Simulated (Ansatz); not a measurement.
Relaxed-ion elastic tensor of NbN (rock salt, space group No. 225) in GPa (Voigt order), plane-wave PAW PBEsol (Ansatz code); density 8.45 g/cm³, 10.51 Å³ per atom.

```
 721   139   139   0.0   0.0   0.0
 139   721   139   0.0   0.0   0.0
 139   139   721   0.0   0.0   0.0
 0.0   0.0   0.0  87.2   0.0   0.0
 0.0   0.0   0.0   0.0  87.2   0.0
 0.0   0.0   0.0   0.0   0.0  87.2
```

### Question
Is the crystal mechanically stable?

### Answer
Yes: the smallest eigenvalue of C is 87.2 GPa.

### Question
Work out the Voigt, Reuss and Hill averages.

### Answer
K_V = 333, K_R = 333, K_H = 333; G_V = 169, G_R = 121, G_H = 145 GPa.

### Question
Give Young's modulus, Poisson's ratio, Pugh's ratio and the universal anisotropy index.

### Answer
E = 9KG/(3K + G) = 380 GPa; ν = 0.31; K/G = 2.30 (ductile by the Pugh limit of 1.75); A_U = 5G_V/G_R + K_V/K_R − 6 = 1.96.

### Question
Estimate the sound speeds and the Debye temperature.

### Answer
v_l = √((K + 4G/3)/ρ) = 7890 m/s, v_t = √(G/ρ) = 4140 m/s, mean 4630 m/s; Θ = (h/k)(3n/4πV)^(1/3) v_m = 630 K.

### Question
Give the Zener ratio and Young's modulus along [100], [110] and [111].

### Answer
A = 2C44/(C11 − C12) = 0.30; 1/E = S11 − 2(S11 − S12 − S44/2)Γ with Γ = 0, 1/4, 1/3 gives 676, 287, 241 GPa.

Space group Fm-3m (rock salt). The cell was relaxed with PBEsol under the symmetry of its start. The run is not spin-polarised. As this level gives no gap, shear constants depend on the k-mesh and smearing (Fermi–Dirac, 0.1 eV here).

Potentials: the later of the program's two PAW sets.
